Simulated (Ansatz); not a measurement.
## YIr$_{2}$: pressure against volume

YIr$_{2}$, Fd-3m, a = 7.539 Å. The structure is a COD entry; whether it is the stable form wasn't checked. Ansatz: r2SCAN, PAW, 500 eV, Γ-centred 8×8×8 mesh on 6 atoms, Gaussian smearing 0.10 eV; no spin polarisation. Symmetry fixes shape and atoms, so the cell is only scaled; pressure is positive in compression.

```
V (Å³/atom) P (GPa)
     15.713    36.30
     16.248    24.82
     16.784    15.12
     17.320     6.91
     17.855    -0.03
     18.391    -5.89
     18.927   -10.85
     19.641        ?
```

Task: Take V0 = 17.855 Å³/atom, count pressures from its P0 = -0.03 GPa, fit the third-order Birch–Murnaghan form to the other rows, and predict the missing pressure.

Result: With the Eulerian strain f = ½[(V0/V)^(2/3) − 1] and y = (P − P0)/[3f(1 + 2f)^(5/2)], the form is the line y = B0 + 1.5 B0 (B0′ − 4) f. Rows (f, y): 0.04447, 220.1; 0.03245, 218.1; 0.02105, 216.4; 0.01024, 214.7; -0.00976, 210.2; -0.01906, 208.5. Means f = 0.01323, y = 214.67; Σ(Δf)² = 0.002987, ΣΔfΔy = 0.5510; the slope is their ratio. y = 212.2 + 184.5 f GPa, so B0 = 212.2 GPa and B0′ = 4 + 2 × (184.5)/(3 × 212.2) = 4.58. At V = 19.641, f = -0.03079, y = 206.52 and P = -16.30 GPa. The run gave -16.26 GPa, so the fit is 0.04 GPa too low, within twice the rms miss on the fitted rows (0.03 GPa). The form still works here, 22 % of the fitted range beyond its end.

Spin–orbit coupling is left out, which can shift energies with elements as heavy as these.